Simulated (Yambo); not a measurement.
Yambo run on Cs2ICl6F (space group Fm-3m, No. 225). The wavefunctions come from this Quantum ESPRESSO step (PBEsol, PseudoDojo standard norm-conserving files, scalar-relativistic):

```
&CONTROL
  calculation = 'nscf'
  pseudo_dir = './pseudo'
  outdir = './out'
/
&SYSTEM
  ibrav = 0
  nat = 10
  ntyp = 4
  ecutwfc = 84.0
  ecutrho = 336.0
  occupations = 'fixed'
  force_symmorphic = .true.
  nbnd = 313
/
&ELECTRONS
  conv_thr = 1e-08
  diago_full_acc = .true.
  diago_thr_init = 1e-08
/
ATOMIC_SPECIES
F 18.9984 F.upf
Cl 35.4500 Cl.upf
I 126.9045 I.upf
Cs 132.9055 Cs.upf
CELL_PARAMETERS angstrom
  0.000000000000   5.335790000000   5.335790000000
  5.335790000000   0.000000000000   5.335790000000
  5.335790000000   5.335790000000   0.000000000000
ATOMIC_POSITIONS crystal
F   0.500000000000   0.500000000000   0.500000000000
Cl   0.240250000000   0.759750000000   0.759750000000
Cl   0.759750000000   0.240250000000   0.240250000000
Cl   0.759750000000   0.240250000000   0.759750000000
Cl   0.240250000000   0.759750000000   0.240250000000
Cl   0.759750000000   0.759750000000   0.240250000000
Cl   0.240250000000   0.240250000000   0.759750000000
I   0.000000000000   0.000000000000   0.000000000000
Cs   0.250000000000   0.250000000000   0.250000000000
Cs   0.750000000000   0.750000000000   0.750000000000
K_POINTS automatic
2 2 2 0 0 0
```

Yambo input:

```
rim_cut
gw0
dyson
el_el_corr
HF_and_locXC
ppa
em1d
RandQpts= 1000000
RandGvec= 1 Ry
EXXRLvcs= 84 Ry
VXCRLvcs= 336 Ry
Chimod= "HARTREE"
% BndsRnXp
 1 | 311 |
%
NGsBlkXp= 6 Ry
% LongDrXp
 1.0 | 1.0 | 1.0 |
%
PPAPntXp= 27.2114 eV
% GbndRnge
 1 | 311 |
%
GTermKind= "BG"
DysSolver= "n"
ExtendOut
% QPkrange
 1 | 1 | 37 | 38 |
 2 | 2 | 37 | 38 |
 3 | 3 | 37 | 38 |
%
```

k points by index: 1 = Γ, 2 = L, 3 = X.

The o-*.qp file then holds:

```
#    K-point    Band    Eo [eV]    E [eV]    E-Eo [eV]    Vxc [eV]    Vnlxc [eV]    Sc|Eo [eV]    Sc|E [eV]    dSc/dw|Eo [eV]    Re(Z)    Im(Z)
#
    1    37    -1.066807    -1.124416    -0.057610    -19.49212    -25.86920    6.286950    6.319470    -15.20860    0.641446    -0.004352
    1    38    1.741302    2.214637    0.473335    -15.24145    -12.82471    -1.782479    -1.943403    -9.249049    0.746318    -0.002546
    2    37    0.000000    -0.211950    -0.211950    -19.60470    -24.47800    4.566052    4.661343    -12.21593    0.690152    -0.003072
    2    38    1.109316    1.536213    0.426897    -12.97517    -9.895533    -2.527283    -2.652741    -7.994725    0.772911    -0.002041
    3    37    -0.760893    -0.892465    -0.131572    -19.85400    -26.27964    6.224269    6.294074    -14.36376    0.654472    -0.005027
    3    38    1.811075    2.295386    0.484311    -15.01138    -12.36557    -1.998304    -2.161505    -9.167151    0.747998    -0.002529
```
(The two width columns are left out.) Convergence of these settings isn't established.

Spin-orbit coupling is not included.

Geometry of the Materials Project entry, not relaxed at this level.

The structure is a Materials Project entry; no match was found in the copy of COD used, and its stability was not checked.
